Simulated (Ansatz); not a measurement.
Is this MgI₂ structure stable?

The cell was found from a structure generator's guess, not taken from experiment.

Level of theory: Ansatz 0.2.0, DFT PBE, scalar-relativistic, plane waves, PAW. Cutoff 420 eV, Γ-centred 6×6×1 mesh (3-atom cell), Gaussian smearing of 0.02 eV, no spin polarisation.

Only a and b repeat, and vacuum parts the sheet from its images along c.

```cif
data_structure
_symmetry_space_group_name_H-M 'P 1'
_symmetry_Int_Tables_number 1
_cell_length_a 4.2056
_cell_length_b 4.2056
_cell_length_c 30.4526
_cell_angle_alpha 90.000
_cell_angle_beta 90.000
_cell_angle_gamma 120.000
_cell_volume 466.45
loop_
_atom_site_label
_atom_site_type_symbol
_atom_site_fract_x
_atom_site_fract_y
_atom_site_fract_z
_atom_site_occupancy
Mg1 Mg 0.00000 0.00000 0.29554 1
I1 I 0.33333 0.66667 0.24059 1
I2 I 0.66667 0.33333 0.35049 1
```

Formation energies are uncorrected and refer to the elements' standard structures at the same level.

**Question.** These tests were run: energy against the elements; random kick, then relaxation without symmetry; phonons on a 3×3×1 q mesh. What do they show?

**Answer.**

```json
{"test": "energy against the elements", "result": "−1.066 eV/atom"}
{"test": "random kick, then relaxation without symmetry", "result": "returns"}
{"test": "phonons on a 3×3×1 q mesh", "result": "no imaginary mode on the mesh, but the interpolation dips to 7i cm⁻¹ between its points"}
```

It fails none of these tests. Other phases of the system weren't compared here, so this isn't yet thermodynamic stability.

These runs have no spin–orbit coupling, which can matter for I. The reference form of I is held partly by dispersion forces, which this level lacks. The kick test ran on a coarse mesh. The run for the phonons used a 6×6×1 k mesh.
